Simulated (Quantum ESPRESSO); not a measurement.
# Hf3NbO7N: one run as intended and one with a planted mistake

Computed values, not a measurement. The program is pw.x of Quantum ESPRESSO 7.5 (plane-wave density functional theory). The cell is made up: 12 atoms on a fluorite lattice, with randomly drawn elements, strain and displacements, not relaxed. PseudoDojo standard norm-conserving files (v0.5 for PBE, v0.4.1 for LDA and PBEsol) set the functional; there is no spin polarisation, spin-orbit coupling or dispersion term, and the masses in the input are unused placeholders.

The hafnium pseudopotential is less sure than the others, with forces about 3 percent (worst 6) and pressure in oxides about 1.5 GPa (worst 2.7) from a second method in checks, which no rerun with the same files tests.

Intended input:

```
&control calculation='scf', pseudo_dir='./dojo.nc.sr.pbe.v0_5.standard.upf', outdir='./o', disk_io='low', tprnfor=.true., tstress=.true. /
&system ibrav=0, nat=12, ntyp=4, nbnd=54, ecutwfc=84.00895049, nosym=.true., tot_charge=0,
 occupations='smearing', smearing='fd', degauss=0.0018374661
/
&electrons conv_thr=7.350e-09, electron_maxstep=60, /
ATOMIC_SPECIES
Hf 1.0 Hf.upf
N 1.0 N.upf
Nb 1.0 Nb.upf
O 1.0 O.upf
CELL_PARAMETERS angstrom
5.0884 0.0 0.0
0.0 5.0884 0.0
0.0 0.0 5.0884
ATOMIC_POSITIONS angstrom
Hf 0.1029 0.0451 -0.0636
Hf -0.1586 2.5092 2.5504
Nb 2.5063 -0.0041 2.6445
Hf 2.4768 2.5825 0.0506
O 1.2492 1.2337 1.3097
O 1.2192 1.1932 3.85
O 1.3288 3.9257 1.3849
O 1.3735 3.8398 3.8944
N 3.7578 1.2811 1.2541
O 3.8232 1.1899 3.9852
O 3.9393 3.8188 1.3276
O 3.8223 3.7822 3.6868
K_POINTS automatic
4 4 4 1 1 1
```

The log is shortened where brackets say so; the opening notice, blank lines, dates and the lines on written files are dropped, and the path of the files is cut. It prints rydbergs, bohrs and kilobars, and counts compression as positive stress. Where no state is partly filled, the Fermi energy that it prints is only some level between the filled and the empty states on the mesh, and need not lie in the true gap.

Log of the intended run:

```
     Program PWSCF v.7.5
     Parallel version (MPI & OpenMP), running on       4 processor cores
     Number of MPI processes:                 4
     Threads/MPI process:                     1
     [start-up lines left out]
     bravais-lattice index     =            0
     lattice parameter (alat)  =       9.6157  a.u.
     unit-cell volume          =     889.0790 (a.u.)^3
     number of atoms/cell      =           12
     number of atomic types    =            4
     number of electrons       =        96.00
     number of Kohn-Sham states=           54
     kinetic-energy cutoff     =      84.0090  Ry
     charge density cutoff     =     336.0358  Ry
     scf convergence threshold =      7.3E-09
     mixing beta               =       0.7000
     number of iterations used =            8  plain     mixing
     Exchange-correlation= PBE
                           (   1   4   3   4   0   0   0)
     [axes and pseudopotential details left out]
   Cartesian axes
     site n.     atom                  positions (alat units)
         1        Hf     tau(   1) = (   0.0202225   0.0088633  -0.0124990  )
         2        Hf     tau(   2) = (  -0.0311689   0.4931216   0.5012185  )
         3        Nb     tau(   3) = (   0.4925517  -0.0008058   0.5197115  )
         4        Hf     tau(   4) = (   0.4867542   0.5075269   0.0099442  )
         5        O      tau(   5) = (   0.2454996   0.2424534   0.2573894  )
         6        O      tau(   6) = (   0.2396038   0.2344941   0.7566229  )
         7        O      tau(   7) = (   0.2611430   0.7714999   0.2721681  )
         8        O      tau(   8) = (   0.2699277   0.7546183   0.7653486  )
         9        N      tau(   9) = (   0.7385033   0.2517687   0.2464625  )
        10        O      tau(  10) = (   0.7513560   0.2338456   0.7831931  )
        11        O      tau(  11) = (   0.7741726   0.7504913   0.2609072  )
        12        O      tau(  12) = (   0.7511792   0.7432985   0.7245500  )
     number of k points=    32  Fermi-Dirac smearing, width (Ry)=  0.0018
                       cart. coord. in units 2pi/alat
        k(    1) = (   0.1250000   0.1250000   0.1250000), wk =   0.0625000
        k(    2) = (   0.1250000   0.1250000   0.3750000), wk =   0.0625000
     [further k points left out]
     Dense  grid:    92469 G-vectors     FFT dimensions: (  60,  60,  60)
     Estimated max dynamical RAM per process >     238.00 MB
     Estimated total dynamical RAM >     884.25 MB
     Initial potential from superposition of free atoms
     starting charge      95.9921, renormalised to      96.0000
     Starting wfcs are   72 randomized atomic wfcs
     total cpu time spent up to now is        6.9 secs
     per-process dynamical memory:   166.3 Mb
     Self-consistent Calculation
     iteration #  1     ecut=    84.01 Ry     beta= 0.70
     Davidson diagonalization with overlap
     ethr =  1.00E-02,  avg # of iterations =  2.0
     total cpu time spent up to now is       16.6 secs
     total energy              =    -713.56388088 Ry
     estimated scf accuracy    <       6.01859716 Ry
     iteration #  2     ecut=    84.01 Ry     beta= 0.70
     Davidson diagonalization with overlap
     ethr =  6.27E-03,  avg # of iterations =  6.1
     total cpu time spent up to now is       34.1 secs
     total energy              =    -710.85834175 Ry
     estimated scf accuracy    <      32.85955815 Ry
     [iterations 3 to 14 left out]
     iteration # 15     ecut=    84.01 Ry     beta= 0.70
     Davidson diagonalization with overlap
     ethr =  4.21E-11,  avg # of iterations =  4.9
     total cpu time spent up to now is      238.0 secs
     total energy              =    -716.62940452 Ry
     estimated scf accuracy    <       0.00000001 Ry
     iteration # 16     ecut=    84.01 Ry     beta= 0.70
     Davidson diagonalization with overlap
     ethr =  1.06E-11,  avg # of iterations =  3.3
     total cpu time spent up to now is      248.6 secs
     End of self-consistent calculation
     [lines on levels left out]
     the Fermi energy is    13.7869 ev
!    total energy              =    -716.62940452 Ry
     estimated scf accuracy    <          1.5E-09 Ry
     smearing contrib. (-TS)   =      -0.00000000 Ry
     internal energy E=F+TS    =    -716.62940452 Ry
     The total energy is F=E-TS. E is the sum of the following terms:
     one-electron contribution =    -109.98160849 Ry
     hartree contribution      =     113.10988703 Ry
     xc contribution           =    -176.77679445 Ry
     ewald contribution        =    -542.98088861 Ry
     convergence has been achieved in  16 iterations
     Forces acting on atoms (cartesian axes, Ry/au):
     atom    1 type  1   force =    -0.08044861   -0.02071287    0.12300492
     atom    2 type  1   force =    -0.00093551   -0.05856744   -0.07094969
     atom    3 type  3   force =     0.08540276    0.06072741   -0.12364337
     atom    4 type  1   force =     0.07376012   -0.04704100    0.08300524
     atom    5 type  4   force =    -0.00218851    0.04030370   -0.00274365
     atom    6 type  4   force =     0.06858543    0.05397564   -0.05127706
     atom    7 type  4   force =     0.03166297   -0.04131528    0.00822912
     atom    8 type  4   force =    -0.03231825   -0.01448947   -0.00098470
     atom    9 type  2   force =    -0.02941829   -0.02779106    0.10863564
     atom   10 type  4   force =    -0.04339895    0.02635180   -0.07646243
     atom   11 type  4   force =    -0.04881656    0.00923412   -0.06064799
     atom   12 type  4   force =    -0.02188660    0.01932444    0.06383398
     Total force =     0.346644     Total SCF correction =     0.000084
     Computing stress (Cartesian axis) and pressure
          total   stress  (Ry/bohr**3)                   (kbar)     P=        5.06
   0.00003562  -0.00028885   0.00002493            5.24      -42.49        3.67
  -0.00028885   0.00003835  -0.00009308          -42.49        5.64      -13.69
   0.00002493  -0.00009308   0.00002917            3.67      -13.69        4.29
     init_run     :      5.68s CPU      5.90s WALL (       1 calls)
     electrons    :    240.71s CPU    241.71s WALL (       1 calls)
     forces       :      2.50s CPU      2.53s WALL (       1 calls)
     stress       :      6.76s CPU      6.92s WALL (       1 calls)
     [timing details left out]
     PWSCF        :   4m16.77s CPU   4m18.25s WALL
     JOB DONE.
```

A second run has one planted mistake: the cell has the wrong charge. The input lines that differ, file-writing options aside:

```
- &system ibrav=0, nat=12, ntyp=4, nbnd=54, ecutwfc=84.00895049, nosym=.true., tot_charge=0,
+ &system ibrav=0, nat=12, ntyp=4, nbnd=54, ecutwfc=84.00895049, nosym=.true., tot_charge=1,
```

Its log:

```
     Program PWSCF v.7.5
     Parallel version (MPI & OpenMP), running on       4 processor cores
     Number of MPI processes:                 4
     Threads/MPI process:                     1
     [start-up lines left out]
     bravais-lattice index     =            0
     lattice parameter (alat)  =       9.6157  a.u.
     unit-cell volume          =     889.0790 (a.u.)^3
     number of atoms/cell      =           12
     number of atomic types    =            4
     number of electrons       =        95.00
     number of Kohn-Sham states=           54
     kinetic-energy cutoff     =      84.0090  Ry
     charge density cutoff     =     336.0358  Ry
     scf convergence threshold =      7.3E-09
     mixing beta               =       0.7000
     number of iterations used =            8  plain     mixing
     Exchange-correlation= PBE
                           (   1   4   3   4   0   0   0)
     [axes and pseudopotential details left out]
   Cartesian axes
     site n.     atom                  positions (alat units)
         1        Hf     tau(   1) = (   0.0202225   0.0088633  -0.0124990  )
         2        Hf     tau(   2) = (  -0.0311689   0.4931216   0.5012185  )
         3        Nb     tau(   3) = (   0.4925517  -0.0008058   0.5197115  )
         4        Hf     tau(   4) = (   0.4867542   0.5075269   0.0099442  )
         5        O      tau(   5) = (   0.2454996   0.2424534   0.2573894  )
         6        O      tau(   6) = (   0.2396038   0.2344941   0.7566229  )
         7        O      tau(   7) = (   0.2611430   0.7714999   0.2721681  )
         8        O      tau(   8) = (   0.2699277   0.7546183   0.7653486  )
         9        N      tau(   9) = (   0.7385033   0.2517687   0.2464625  )
        10        O      tau(  10) = (   0.7513560   0.2338456   0.7831931  )
        11        O      tau(  11) = (   0.7741726   0.7504913   0.2609072  )
        12        O      tau(  12) = (   0.7511792   0.7432985   0.7245500  )
     number of k points=    32  Fermi-Dirac smearing, width (Ry)=  0.0018
                       cart. coord. in units 2pi/alat
        k(    1) = (   0.1250000   0.1250000   0.1250000), wk =   0.0625000
        k(    2) = (   0.1250000   0.1250000   0.3750000), wk =   0.0625000
     [further k points left out]
     Dense  grid:    92469 G-vectors     FFT dimensions: (  60,  60,  60)
     Estimated max dynamical RAM per process >     238.00 MB
     Estimated total dynamical RAM >     884.25 MB
     Initial potential from superposition of free atoms
     starting charge      95.9921, renormalised to      95.0000
     Starting wfcs are   72 randomized atomic wfcs
     total cpu time spent up to now is        8.7 secs
     per-process dynamical memory:   173.7 Mb
     Self-consistent Calculation
     iteration #  1     ecut=    84.01 Ry     beta= 0.70
     Davidson diagonalization with overlap
     ethr =  1.00E-02,  avg # of iterations =  2.0
     total cpu time spent up to now is       19.6 secs
     total energy              =    -714.74114737 Ry
     estimated scf accuracy    <       5.65970304 Ry
     iteration #  2     ecut=    84.01 Ry     beta= 0.70
     Davidson diagonalization with overlap
     ethr =  5.96E-03,  avg # of iterations =  6.3
     total cpu time spent up to now is       37.6 secs
     total energy              =    -712.14466889 Ry
     estimated scf accuracy    <      27.87763901 Ry
     [iterations 3 to 16 left out]
     iteration # 17     ecut=    84.01 Ry     beta= 0.70
     Davidson diagonalization with overlap
     ethr =  1.06E-10,  avg # of iterations =  4.2
     total cpu time spent up to now is      215.7 secs
     total energy              =    -717.57256584 Ry
     estimated scf accuracy    <       0.00000002 Ry
     iteration # 18     ecut=    84.01 Ry     beta= 0.70
     Davidson diagonalization with overlap
     ethr =  2.22E-11,  avg # of iterations =  3.4
     total cpu time spent up to now is      226.1 secs
     End of self-consistent calculation
     [lines on levels left out]
     the Fermi energy is    12.4793 ev
!    total energy              =    -717.57256584 Ry
     estimated scf accuracy    <          6.1E-09 Ry
     smearing contrib. (-TS)   =      -0.00139386 Ry
     internal energy E=F+TS    =    -717.57117198 Ry
     The total energy is F=E-TS. E is the sum of the following terms:
     one-electron contribution =    -111.29565644 Ry
     hartree contribution      =     112.39357431 Ry
     xc contribution           =    -175.68820125 Ry
     ewald contribution        =    -542.98088861 Ry
     convergence has been achieved in  18 iterations
     Forces acting on atoms (cartesian axes, Ry/au):
     atom    1 type  1   force =    -0.04560402   -0.05069040    0.07664143
     atom    2 type  1   force =     0.04128375   -0.02078215   -0.02092651
     atom    3 type  3   force =     0.02008337    0.00331623   -0.05882297
     atom    4 type  1   force =     0.02828317   -0.00648656    0.02586424
     atom    5 type  4   force =     0.00669641    0.03963819    0.00535270
     atom    6 type  4   force =     0.07309508    0.05070080   -0.05612824
     atom    7 type  4   force =     0.03649253   -0.03460803    0.01334260
     atom    8 type  4   force =    -0.02114144   -0.01271073   -0.00330608
     atom    9 type  2   force =    -0.01537460   -0.03305222    0.09517895
     atom   10 type  4   force =    -0.04563479    0.02557196   -0.07487267
     atom   11 type  4   force =    -0.05215855    0.01484508   -0.05928906
     atom   12 type  4   force =    -0.02602092    0.02425782    0.05696562
     Total force =     0.253407     Total SCF correction =     0.000190
     Computing stress (Cartesian axis) and pressure
          total   stress  (Ry/bohr**3)                   (kbar)     P=     -203.88
  -0.00142198  -0.00024669  -0.00001270         -209.18      -36.29       -1.87
  -0.00024669  -0.00146102  -0.00013085          -36.29     -214.92      -19.25
  -0.00001270  -0.00013085  -0.00127476           -1.87      -19.25     -187.52
     init_run     :      8.05s CPU      8.32s WALL (       1 calls)
     electrons    :    216.27s CPU    217.38s WALL (       1 calls)
     forces       :      1.90s CPU      1.94s WALL (       1 calls)
     stress       :      6.68s CPU      6.86s WALL (       1 calls)
     [timing details left out]
     PWSCF        :   3m53.38s CPU   3m55.07s WALL
     JOB DONE.
```

|  | intended run | run with the mistake |
| --- | --- | --- |
| free energy (eV) | -9750.240 | -9763.072 |
| smearing term -TS (eV) | 0.0000 | -0.0190 |
| pressure (GPa) | 0.51 | -20.39 |
| largest force component (eV/Å) | 3.179 | 2.447 |
| largest change of a force component (eV/Å) |  | 1.679 |
| iterations | 16 | 18 |

For scale, a rerun of the intended cell at 1467 eV and a 6 x 6 x 6 mesh moved values by no more than 0.002 eV in energy, 0.06 GPa in stress and 0.012 eV/Å in force. The charged cell sits in a uniform background, so its energy and stress rest on the program's zero of potential.